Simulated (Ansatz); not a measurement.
input.yaml

```yaml
crystal:
  lattice:
    - [3.3627963408, 0.0, 0.0]
    - [0.0, 3.3627963408, 0.0]
    - [0.0, 0.0, 3.3627963408]
  atoms:
    - { symbol: Sc, position: [0.0, 0.0, 0.0] }
    - { symbol: C, position: [0.0, 0.5, 0.5] }
    - { symbol: C, position: [0.5, 0.0, 0.5] }
    - { symbol: C, position: [0.5, 0.5, 0.0] }
basis:
  ecutwfc: 420
kpoints:
  mp_grid: { grid: [12, 12, 12] }
hamiltonian:
  xc: pbesol
scf:
  occupations: { method: gaussian, width: 0.1 }
output:
  forces: true
  stress: true
  eigenvalues: true
  populations: true
```

Run as
```bash
ansatz run input.yaml --threads 1 --pin off --max-ram 1331MiB --backend cpu --events-out ev --progress --plain --runs-dir out
```

Theory: Ansatz, DFT PBEsol, scalar-relativistic, plane waves, PAW.

Part of what the program printed, abridged (iterations and final results):

```
SCF iter   1: F=—  HF=-2843.992432 eV  |F-HF|=—  |Δ(HF+E_count)|=         —  Δρ=7.93e-3  dr2=1.66e-2  ethr=1.77e-3  ⟨swp⟩=4.8  Hψ=5544  notcnv=0
SCF iter   2: F=—  HF=-2843.986937 eV  |F-HF|=—  |Δ(HF+E_count)|=   5.50e-3  Δρ=4.22e-3  dr2=5.18e-3  ethr=7.21e-5  ⟨swp⟩=1.2  Hψ=2119  notcnv=0
SCF iter   3: F=—  HF=-2843.985275 eV  |F-HF|=—  |Δ(HF+E_count)|=   1.66e-3  Δρ=5.86e-4  dr2=1.43e-4  ethr=2.25e-5  ⟨swp⟩=2.0  Hψ=1966  notcnv=0
SCF iter   4: F=—  HF=-2843.985252 eV  |F-HF|=—  |Δ(HF+E_count)|=   2.36e-5  Δρ=2.34e-4  dr2=1.51e-5  ethr=6.21e-7  ⟨swp⟩=2.0  Hψ=1954  notcnv=0
SCF iter   5: F=—  HF=-2843.985206 eV  |F-HF|=—  |Δ(HF+E_count)|=   4.63e-5  Δρ=5.61e-5  dr2=5.28e-7  ethr=6.56e-8  ⟨swp⟩=2.7  Hψ=2285  notcnv=0  defer=1
SCF iter   6: F=-2843.985206 eV  HF=-2843.985206 eV  |F-HF|=7.77e-9  |Δ(HF+E_count)|=   3.42e-8  Δρ=9.94e-6  dr2=1.65e-8  ethr=4.35e-10  ⟨swp⟩=5.5  Hψ=5522  notcnv=0
SCF 1 converged in 6 iterations: F = -2843.985206 eV  dr2 = 1.65e-8
SCF converged after 6 iterations
Free energy (F): -2843.985206 eV
Harris-Foulkes:  -2843.985206 eV  (|F-HF|=7.77e-9)
Internal energy: -2843.977324 eV  (E = F + TS)
E sigma→0 (E₀):  -2843.981265 eV
Entropy (-TS):   -0.007882 eV (-1.970 meV/atom)
Fermi energy:    11.661004 eV
--- Per-component energies (eV) ---
  E_band       = -77.814177
  E_kinetic    = 501.815693
  E_local      = -846.237973  (includes V_loc(G=0)·N_el)
  E_nonlocal   = 165.070116
  E_hartree    = 266.337949
  E_xc         = -242.948474
  E_vxc        = -301.987981  (∫ρ·V_xc dr)
  E_paw        = -1212.590637  (= ΣΔE_a)
  E_vpaw       = -129.146805  (= ΣTr[D̂ρ^β])
  E_aug_tail   = 0.000011  (compensation charges beyond the density's cutoff)
  E_ewald      = -1475.616335
  E_core_change = 0.192327  (= ΣΔE_core)
  E_smearing   = -0.007882  (= −TS)
--- Forces (eV/Å), atoms counted from 1 ---
  atom   1  Sc     0.00000000     0.00000000     0.00000000
  atom   2  C      0.00000000     0.00000000     0.00000000
  atom   3  C      0.00000000     0.00000000     0.00000000
  atom   4  C      0.00000000     0.00000000     0.00000000
--- Stress (GPa, compression-positive) ---
      -12.152717       0.000000       0.000000
        0.000000     -12.152717       0.000000
        0.000000       0.000000     -12.152717
  P = ⅓ Tr σ = -12.1527 GPa (-121.527 kbar)
--- Band table (eV; the first three rows and the last of 84) ---
  k-point 0: bands = ["-36.5244", "-15.2744", "-15.2744", "-15.2744", "-3.2209", "4.5942", "4.5942", "7.6634", "7.6634", "7.6634", "12.8727", "12.8727", "12.8727", "14.8667", "14.8667", "14.8667"]
  k-point 1: bands = ["-36.5231", "-15.2941", "-15.2722", "-15.2722", "-3.1332", "4.2572", "4.6509", "7.6719", "7.6719", "7.9681", "12.3811", "12.5606", "12.5606", "14.8822", "15.2529", "15.2909"]
  k-point 2: bands = ["-36.5195", "-15.3473", "-15.2660", "-15.2660", "-2.8753", "3.4843", "4.8173", "7.6912", "7.6912", "8.6648", "11.4472", "12.0252", "12.0252", "14.9251", "15.3087", "15.7492"]
  k-point 83: bands = ["-36.4675", "-15.4520", "-15.4520", "-15.4520", "1.8725", "1.8725", "1.8725", "4.8624", "7.1117", "7.1117", "7.1117", "16.1334", "16.1334", "16.1334", "16.1767", "16.1767"]
--- Löwdin populations: 4 sites ---
  site symbol q [e]
     0     Sc     10.3194
     1      C      4.2084
     2      C      4.2084
     3      C      4.2084
  spilling = 0.002415 (of n_electrons = 23.000000)
```

The run converged.